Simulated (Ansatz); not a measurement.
**Structure relaxation, La**

The start is a randomly generated symmetric cell of La (space group No. 10). The cell and all atomic positions are relaxed at zero pressure with r2SCAN (plane waves to 500 eV, PAW, scalar-relativistic; Ansatz, a quantum-chemistry and plane-wave program). The first steps use a coarse 12×9×7 k-mesh.

Input geometry:
```
CELL_PARAMETERS angstrom
      2.60183     0.00000     0.00000
      0.00000     3.80339     0.00000
     -0.17181     0.00000     4.48172
ATOMIC_POSITIONS crystal
  La 0.50000 0.00000 0.50000
```

Outcome: The space group goes from P2/m (No. 10) to Pm-3m (No. 221); the end is simple cubic type, with 1 atom in the primitive cell
Energy released: about 1.0 eV/atom
Volume change: -19.5 %, from 44.35 to 35.68 Å³/atom
Shortest distances (start → end): The closest pairs of elements (up to four, under 3.6 Å), start → end: La–La 2.60 → 3.29 Å
Band gap at the end: no gap (metallic)
Optimiser moves: 17

The end point of the relaxation:

Space group Pm-3m (No. 221); a = b = c = 3.2921 Å, α = β = γ = 90.00°

```tsv
atom	site	symmetry	x	y	z
La	1a	m-3m	0.0000	0.0000	0.0000
```

Final values are on a 14×14×14 k-mesh of the relaxed cell. The start holds a very short contact (La–La 2.60 Å). No spin polarisation in the result.

The run could not lose the symmetry of its start, so the end can be a saddle point.

The relaxed structure here is a generated cell of La: the first start was made by a random draw of sites in a space group, and the end was not matched to a known phase here, so it may be hypothetical. Known forms of La include space group No. 194.
